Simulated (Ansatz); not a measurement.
Relaxed MoS₂ (2H-MoS2 type, space group P6_3/mmc):

```
MoS2
1.0
    3.17320     0.00000     0.00000
   -1.58660     2.74807     0.00000
    0.00000     0.00000    12.43700
Mo S
2 4
Direct
  0.33333   0.66667   0.25000
  0.66667   0.33333   0.75000
  0.33333   0.66667   0.62490
  0.66667   0.33333   0.12490
  0.66667   0.33333   0.37510
  0.33333   0.66667   0.87510
```

In this cell atom 4 (S, nearest neighbour Mo at 2.404 Å; its periodic images, 3.2 Å or more away, move with it) is moved by u·(1.000, 0.000, 0.000) + v·(0.000, 1.000, 0.000); the rest is frozen.

Computed with r2SCAN+rVV10 (plane waves to 500 eV, PAW, scalar-relativistic; Ansatz, a program for electronic structure). k mesh 10×10×3 (Γ-centred), Fermi-Dirac smearing 0.05 eV. Points where atoms come too close for the PAW data are left out (x in tables, blank in figures). As the smearing reaches across the gap at some points, energies and forces of such displacements shift with the k mesh and the smearing. Fu and Fv are the components of the force on the atom. MoS2 is run without spin polarisation. MoS2 was relaxed with its symmetry unable to fall. The PAW data are Ansatz's earlier set. 

Question: Give the computed Fu (eV/Å) at all points of the grid u = -0.790, -0.395, 0.000, 0.395, 0.790 by v = -0.790, -0.395, 0.000, 0.395, 0.790.

Answer: Fu (eV/Å), with u across and v down:

```csv
v \ u,-0.790,-0.395,0.000,0.395,0.790
-0.790,-2.54,x,x,x,2.54
-0.395,1.34,1.73,0.00,-1.73,-1.34
0.000,4.76,3.75,0.00,-3.75,-4.76
0.395,x,5.31,0.00,-5.31,x
0.790,x,5.13,0.00,-5.13,x
```

(A displaced cell: forces are minus the slopes of the energy, force constants its curvatures, and phonons follow from these.)
